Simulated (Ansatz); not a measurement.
Li: computed property card

Li:
Space group Fd-3m, origin choice 1 (No. 227); a = b = c = 5.929 Å, α = β = γ = 90.00°

```json
[
 {"atom": "Li", "site": "8b", "symmetry": "-43m", "x": "0.5000", "y": "0.5000", "z": "0.5000"}
]
```
(The calculation used a cell of 2 atoms; values per cell refer to that cell.)

Space group Fd-3m (No. 227), diamond; conventional cell a = 5.929 Å, b = 5.929 Å, c = 5.929 Å, α = 90.00°, β = 90.00°, γ = 90.00°.

Method: r²SCAN (plane waves, PAW; program Ansatz). The cell and atoms are relaxed at this level. Other levels are named where they apply.

### Cell and energy

| Item | Value |
|---|---|
| Volume per atom | 26.05 Å³ |
| Density | 0.44 g/cm³ |

### Electronic structure

| Item | Value |
|---|---|
| Electronic character | metallic (no gap) |
| Density of states at the Fermi level | 0.39 states/eV per atom (mean over ±0.08 eV) |

### Mechanics

| Item | Result |
|---|---|
| Bulk modulus (Birch–Murnaghan fit) | 5.5 GPa |
| Pressure derivative B′ | 2.5 |
| Elastic constants (relaxed ions, GPa) | C11 = -7.5, C12 = 12.0, C44 = -42.8 |
| Mechanical stability | unstable (C has a negative eigenvalue) |

### Phonons

| Item | Value |
|---|---|
| Highest zone-centre frequency | 299 cm^-1 |
| Zone-centre stability | no imaginary mode at Γ |
| Dynamical stability on the path | unstable, down to 226i cm⁻¹ |

A made-up cell: these elements were put on the sites of a structure type; neither database checked (COD, Materials Project) lists it. It is not the phase usual at ambient conditions (space group No. 229). The r²SCAN relaxation kept the symmetry of its start. As this level gives no gap, shear constants depend on the k-mesh and smearing (Fermi–Dirac, 0.1 eV here). As this level gives no gap, phonon frequencies hold no LO–TO term and depend on the k-mesh and smearing (Fermi–Dirac, 0.1 eV here).

Potentials: the later of the program's two PAW sets.
